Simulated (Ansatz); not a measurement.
## Mo (bcc, W type): frozen-phonon scan

Relaxed Mo (bcc, W type):

```xyz
2
Lattice="-3.1608 3.1608 3.1608 1.5804 -1.5804 1.5804 1.5804 1.5804 -1.5804" Properties=species:S:1:pos:R:3 pbc="T T T"
Mo     0.0000     0.0000     0.0000
Mo    -1.5804     1.5804     1.5804
```

The atoms are displaced by Q × the pattern below (from a DFPT mode at N = (0.5, 0.0, 0.0), largest move 1; Q in Å), at fixed cell. (q is in reciprocal vectors of the primitive cell; the cell shown is doubled to hold the pattern.)

| atom | x | y | z |
|---|---|---|---|
| Mo1 | 0.000 | 0.707 | -0.707 |
| Mo2 | 0.000 | -0.707 | 0.707 |

Level of theory: PBE (plane waves to 420 eV, PAW, scalar-relativistic; Ansatz, a first-principles code). k mesh 21×21×21 (Γ-centred), Fermi-Dirac smearing 0.05 eV. The energy includes the smearing's −TS. Stress and pressure are positive under compression. With partly filled bands, energies and forces of such displacements shift with the k mesh and the smearing. Mo is run without spin polarisation. Mo was relaxed with its symmetry unable to fall. The PAW data are Ansatz's earlier set. ΔE is measured from the undisplaced structure.

```tsv
Q (Å)	ΔE (meV/cell)	P (GPa)	−dE/dQ from forces (eV/Å)
-0.100	124	0.7	2.366
-0.083	87	0.5	2.027
-0.067	56	0.4	1.658
-0.050	32	0.2	1.265
-0.033	14	0.1	0.853
-0.017	4	0.0	0.430
0.000	0	0.0	0.000
0.017	4	0.0	-0.430
0.033	14	0.1	-0.853
0.050	32	0.2	-1.265
0.067	56	0.4	-1.658
0.083	87	0.5	-2.027
0.100	124	0.7	-2.366
```

What the scan shows:

| Item | Value |
|---|---|
| Energy at Q = 0.100 Å | 124 meV/cell |
| Space group of the distorted cell | Cmcm (No. 63), lowered from Im-3m |
| Symmetry of the curve | even: the same for both signs |
| Shape of the curve | a single well with its minimum at or next to zero displacement |
| Harmonic wavenumber from the curvature (finite differences) | 191 cm⁻¹ |
| Wavenumber by perturbation theory (DFPT, on another k mesh) | 194 cm⁻¹ |

(A displaced cell: forces are minus the slopes of the energy, force constants its curvatures, and phonons follow from these.)
